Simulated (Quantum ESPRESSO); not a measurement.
KF has the cubic space group Fm-3m (No. 225), the rock salt structure, Pearson symbol cF8. Conventional cell: a = 5.3018 Å, b = 5.3018 Å, c = 5.3018 Å, α = 90.00°, β = 90.00°, γ = 90.00°. F on 4b is surrounded by 6 K at 2.651 Å (octahedral). K on 4a is surrounded by 6 F at 2.651 Å (octahedral). (Neighbours: up to the widest gap in distance over summed covalent radii, below 1.35, at either atom; cation-cation contacts left out.)
(The calculation used a cell of 2 atoms; values per cell refer to that cell.)

Cell and atoms were relaxed with PBEsol from Materials Project entry mp-463, within its symmetry.

**Question.** What does PBEsol (Quantum ESPRESSO, PseudoDojo norm-conserving, 84 Ry, no spin-orbit coupling) give for the electronic structure near the Fermi level?

**Answer.** The PBEsol gap is direct, 6.18 eV at Γ.
